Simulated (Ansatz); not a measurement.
Sr:
```xyz
1
Lattice="0.0000 3.0496 3.0496 3.0496 0.0000 3.0496 3.0496 3.0496 0.0000" Properties=species:S:1:pos:R:3 pbc="T T T"
Sr     0.0000     0.0000     0.0000
```

Relaxed with r²SCAN. Special points in fractions of this cell's reciprocal vectors: Γ (0.000, 0.000, 0.000); X (0.500, 0.000, 0.500); U (0.625, 0.250, 0.625); K (0.375, 0.375, 0.750); L (0.500, 0.500, 0.500); W (0.500, 0.250, 0.750).

### Question
List the band energies nearest the Fermi level at these points for r²SCAN (plane waves, PAW; program Ansatz).

### Answer
In eV from the Fermi level; about four levels below and three above (degenerate sets whole), none deeper than 8.9 eV; points with the same levels are listed once.

| k | below | above |
|---|---|---|
| Γ | -3.78 | 2.70 2.70 2.70 |
| X | -0.55 | 0.54 0.98 5.26 |
| U | -0.02 | 0.37 0.85 3.73 |
| L | -1.03 -0.06 | 2.51 2.51 5.27 5.27 |
| W | – | 0.14 0.70 0.70 |

Space group Fm-3m (fcc (Cu type)). The r²SCAN relaxation kept the symmetry of its start. Scalar-relativistic: spin–orbit coupling is off unless named, which matters more the heavier the elements.

Potentials: the earlier of the program's two PAW sets.
